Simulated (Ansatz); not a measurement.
In r²SCAN in the plane-wave PAW code Ansatz, V in the diamond structure (Fd-3m) relaxes to a = 5.682 Å. V has 4 nearest neighbours from 2.46 Å (tetrahedral).

Electronic character: metallic (no gap). The magnetic state found is ferromagnetic. The net moment is 3.15 μB per atom.

The start of the workflow was typed in or built on a structure type; neither database checked (COD, Materials Project) lists it. It is not the phase usual at ambient conditions (space group No. 229). Symmetry was held in the r²SCAN relaxation; whether a distortion lowers the energy is not shown. Spin order of the final state: ferromagnetic, chosen from 4 collinear starts compared on coarse meshes (ties went to the first, and starts can fall back to one state), not a proven ground state. Other orbital occupations within this spin state were not tried.

Potentials: the later of the program's two PAW sets.
